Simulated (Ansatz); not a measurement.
SnI4:
```cif
data_I4Sn
_chemical_formula_sum 'Sn1 I4'
_space_group_name_H-M_alt 'P 1'
_space_group_IT_number 1
_cell_length_a 5.84922
_cell_length_b 5.84922
_cell_length_c 5.84922
_cell_angle_alpha 90.000
_cell_angle_beta 90.000
_cell_angle_gamma 90.000
loop_
_space_group_symop_operation_xyz
  'x, y, z'
loop_
_atom_site_label
_atom_site_type_symbol
_atom_site_fract_x
_atom_site_fract_y
_atom_site_fract_z
_atom_site_occupancy
Sn1 Sn 0.00000 0.00000 0.00000 1
I1 I 0.26431 0.73569 0.73569 1
I2 I 0.73569 0.73569 0.26431 1
I3 I 0.73569 0.26431 0.73569 1
I4 I 0.26431 0.26431 0.26431 1
```

Relaxed with LDA.

### Question
Which orbitals make up the states near the band edges in plane-wave PAW LDA (Ansatz code)?

### Answer
Top 1 eV of the valence band: I 5p 98 %. Bottom 1 eV of the conduction band: I 5p 62 %, Sn 5s 29 %. Projections are on Löwdin-orthogonalised atomic valence shells; empty p or d shells of many metals are not among them.

### Question
Tabulate the density of states.

### Answer
States/eV per cell of 5 atoms, in 0.25 eV bins, energy from the valence-band maximum.

```csv
E (eV),total,I 5p,Sn 5p,Sn 5s
-7.85,0.00,0.00,0.00,0.00
-7.60,0.00,0.00,0.00,0.00
-7.35,0.00,0.00,0.00,0.00
-7.10,0.80,0.30,0.00,0.38
-6.85,6.51,2.11,0.01,3.21
-6.60,0.69,0.21,0.00,0.35
-6.35,0.00,0.00,0.00,0.00
-6.10,0.00,0.00,0.00,0.00
-5.85,0.00,0.00,0.00,0.00
-5.60,0.00,0.00,0.00,0.00
-5.35,0.00,0.00,0.00,0.00
-5.10,0.00,0.00,0.00,0.00
-4.85,0.00,0.00,0.00,0.00
-4.60,0.00,0.00,0.00,0.00
-4.35,0.00,0.00,0.00,0.00
-4.10,0.00,0.00,0.00,0.00
-3.85,2.76,2.14,0.56,0.01
-3.60,4.87,3.70,1.00,0.04
-3.35,2.86,2.13,0.63,0.01
-3.10,4.92,3.55,1.16,0.01
-2.85,8.59,6.00,2.20,0.00
-2.60,0.32,0.32,0.00,0.00
-2.35,1.95,1.90,0.03,0.00
-2.10,7.90,7.53,0.21,0.02
-1.85,4.84,4.56,0.15,0.02
-1.60,7.60,7.21,0.20,0.02
-1.35,5.07,4.92,0.06,0.01
-1.10,2.78,2.71,0.02,0.01
-0.85,7.74,7.58,0.05,0.02
-0.60,9.25,9.03,0.10,0.02
-0.35,10.22,10.03,0.09,0.01
-0.10,6.32,6.24,0.02,0.00
0.15,0.00,0.00,0.00,0.00
0.40,0.07,0.04,0.00,0.02
0.65,0.28,0.17,0.01,0.08
0.90,0.52,0.32,0.02,0.15
1.15,1.01,0.62,0.05,0.29
1.40,1.99,1.22,0.11,0.56
1.65,2.38,1.51,0.10,0.67
1.90,1.74,1.14,0.04,0.50
2.15,0.00,0.00,0.00,0.00
2.40,0.00,0.00,0.00,0.00
2.65,0.00,0.00,0.00,0.00
2.90,0.00,0.00,0.00,0.00
3.15,0.35,0.08,0.20,0.00
3.40,2.38,0.59,1.31,0.02
3.65,4.59,1.20,2.57,0.05
3.90,3.40,0.93,1.84,0.03
4.15,3.41,0.97,1.83,0.00
4.40,7.70,2.31,4.11,0.01
4.65,2.17,0.68,1.12,0.00
4.90,0.00,0.00,0.00,0.00
```

Space group P-43m. The first step of the workflow began from a Materials Project structure, measured or hypothetical; the Crystallography Open Database files this formula in space group No. 215, but the cells were not matched. Its standing as an ambient phase is unchecked. Symmetry was held in the LDA relaxation; its stability against distortions is not shown here. A crystal of weakly bound molecules computed without a dispersion correction: the cell and the soft elastic constants depend strongly on that. Scalar-relativistic: spin–orbit coupling is off unless named, which matters more the heavier the elements.

Potentials: the later of the program's two PAW sets.
